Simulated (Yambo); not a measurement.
Yambo run on LiBH4 (space group P6_3mc, No. 186). The wavefunctions are PBEsol (Quantum ESPRESSO, PseudoDojo norm-conserving, 76 Ry, scalar-relativistic) ones on a 3×3×2 mesh (10 occupied bands); a = 4.203 Å, b = 4.203 Å, c = 7.420 Å, α = 90.00°, β = 90.00°, γ = 120.00°.

Yambo input:

```
rim_cut
gw0
dyson
el_el_corr
HF_and_locXC
ppa
em1d
RandQpts= 1000000
RandGvec= 1 Ry
EXXRLvcs= 10 Ry
VXCRLvcs= 304 Ry
Chimod= "HARTREE"
% BndsRnXp
 3 | 199 |
%
NGsBlkXp= 8 Ry
% LongDrXp
 1.0 | 1.0 | 1.0 |
%
PPAPntXp= 27.2114 eV
% GbndRnge
 1 | 199 |
%
GTermKind= "BG"
DysSolver= "n"
ExtendOut
% QPkrange
 1 | 1 | 10 | 11 |
%
```

k points by index: 1 = Γ.

Table of the .qp output:

```
#    K-point    Band    Eo [eV]    E [eV]    E-Eo [eV]    Vxc [eV]    Vnlxc [eV]    Sc|Eo [eV]    Sc|E [eV]    dSc/dw|Eo [eV]    Re(Z)    Im(Z)
#
    1    10    0.000000    -1.982639    -1.982639    -12.58245    -16.68093    1.666532    2.115847    -6.166362    0.815253    -0.001360
    1    11    6.743653    7.868252    1.124599    -8.044435    -3.696923    -3.026300    -3.222914    -4.756836    0.851199    -0.001180
```
(The two width columns are left out.) Convergence of these settings isn't established.

Geometry of the Materials Project entry, not relaxed at this level.

The structure is a Materials Project entry; no match was found in the copy of COD used, and its stability was not checked.
